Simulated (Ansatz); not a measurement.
NaSn4Se8:
```yaml
crystal:
  lattice:
    - [7.72011, 0.00000, 0.00000]
    - [-3.86005, 6.68581, 0.00000]
    - [0.00000, 0.00000, 6.87091]
  atoms:
    - { symbol: Se, position: [0.33861, 0.16931, 0.76488] }
    - { symbol: Se, position: [0.33333, 0.66667, 0.76849] }
    - { symbol: Se, position: [0.83069, 0.16931, 0.76488] }
    - { symbol: Se, position: [0.83069, 0.66139, 0.76488] }
    - { symbol: Sn, position: [0.00000, 0.00000, 0.00000] }
    - { symbol: Sn, position: [0.00000, 0.50000, 0.00000] }
    - { symbol: Sn, position: [0.50000, 0.00000, 0.00000] }
    - { symbol: Sn, position: [0.50000, 0.50000, 0.00000] }
    - { symbol: Se, position: [0.16931, 0.33861, 0.23512] }
    - { symbol: Se, position: [0.16931, 0.83069, 0.23512] }
    - { symbol: Se, position: [0.66667, 0.33333, 0.23151] }
    - { symbol: Se, position: [0.66139, 0.83069, 0.23512] }
    - { symbol: Na, position: [0.00000, 0.00000, 0.50000] }
```

Relaxed with PBE+D3(BJ). Special points in fractions of this cell's reciprocal vectors: Γ (0.000, 0.000, 0.000); M (0.500, 0.000, 0.000); K (0.333, 0.333, 0.000); A (0.000, 0.000, 0.500); L (0.500, 0.000, 0.500); H (0.333, 0.333, 0.500).

Question: List the band energies nearest the Fermi level at these points for DFT-PBE+D3(BJ) in the program Ansatz with PAW potentials.

Answer: In eV from the Fermi level; about four levels below and three above (degenerate sets whole), none deeper than 8.9 eV; points with the same levels are listed once.

| k | below | above |
|---|---|---|
| Γ | -0.26 -0.13 -0.11 -0.11 | 2.01 2.66 2.66 |
| M | -1.60 -1.59 -1.18 -1.12 | 0.45 0.60 0.75 |
| K | -2.11 -1.44 -1.37 -1.37 | 0.28 0.93 0.99 0.99 |
| A | -1.12 -1.12 -0.61 -0.42 -0.42 | 0.98 1.90 2.91 |
| L | -1.67 -1.64 -1.27 -1.23 | 0.58 0.59 0.82 |
| H | -1.82 -1.82 -1.72 -1.72 | 0.80 1.00 1.00 |

Space group P-3m1. A made-up cell: these elements were put on the sites of a structure type; neither database checked (COD, Materials Project) lists it. Whether it is the stable phase at ambient conditions was not checked. Symmetry was held in the PBE+D3(BJ) relaxation; whether a distortion lowers the energy is not shown. With an odd number of electrons in the cell and no spin polarisation, the count alone makes it a metal. Scalar-relativistic: spin–orbit coupling is off unless named, which matters more the heavier the elements.

Potentials: the later of the program's two PAW sets.
